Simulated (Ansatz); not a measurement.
## Hf2Pd2Se2Br2O3 and the effect of the functional

Space group P1 (No. 1). a = 5.761 Å, b = 5.870 Å, c = 6.872 Å, α = 96.27°, β = 102.51°, γ = 95.11°
```json
{"atom": "Hf", "site": "1a", "symmetry": "1", "x": "0.7454", "y": "0.3960", "z": "0.3499"}
{"atom": "Hf", "site": "1a", "symmetry": "1", "x": "0.2876", "y": "0.4532", "z": "0.5940"}
{"atom": "Pd", "site": "1a", "symmetry": "1", "x": "0.9085", "y": "0.1329", "z": "0.8485"}
{"atom": "Pd", "site": "1a", "symmetry": "1", "x": "0.2525", "y": "0.9032", "z": "0.3587"}
{"atom": "Se", "site": "1a", "symmetry": "1", "x": "0.6347", "y": "0.4036", "z": "0.9372"}
{"atom": "Se", "site": "1a", "symmetry": "1", "x": "0.6260", "y": "0.7817", "z": "0.5302"}
{"atom": "Br", "site": "1a", "symmetry": "1", "x": "0.8527", "y": "0.9909", "z": "0.1535"}
{"atom": "Br", "site": "1a", "symmetry": "1", "x": "0.2253", "y": "0.8208", "z": "0.8622"}
{"atom": "O", "site": "1a", "symmetry": "1", "x": "0.9604", "y": "0.2893", "z": "0.5903"}
{"atom": "O", "site": "1a", "symmetry": "1", "x": "0.4323", "y": "0.2452", "z": "0.4086"}
{"atom": "O", "site": "1a", "symmetry": "1", "x": "0.0746", "y": "0.5831", "z": "0.3668"}
```

The cell comes from a database or a generator and needn't be the stable form of this composition.

Kept alike: task single point; k mesh 2 × 2 × 2; occupations fermi-dirac, width 0.05 eV; no spin polarisation. Program: Ansatz, Ansatz PAW. Cutoffs run from 420 to 500 eV. The mesh is that of the run's cell of 11 atoms. No spin-orbit coupling.

| functional | band gap (eV) | pressure (GPa) |
| --- | --- | --- |
| B3LYP | 1.625 | 1.50 |
| HSE03 | 1.061 | -2.17 |
| HSE06 | 1.258 | -2.33 |
| PBE0 | 1.967 | -2.36 |
| r2SCAN0 | 2.128 | -3.56 |
| r2SCANh | 1.066 | -2.78 |

The k mesh is coarse, so the values aren't converged. Pressure is positive in compression, with a Pulay correction for the finite cutoff. Spin-orbit coupling, left out here, moves the band edges of heavy atoms and can close or invert small gaps. A gap read on the mesh alone can miss an edge between its points. All rows use potentials made for PBE.

The band gap runs from 1.061 (HSE03) to 2.128 eV (r2SCAN0). The pressure runs from -3.56 (r2SCAN0) to 1.50 GPa (B3LYP). A positive pressure means that the functional's own cell is larger than the one given, a negative one that it is smaller.
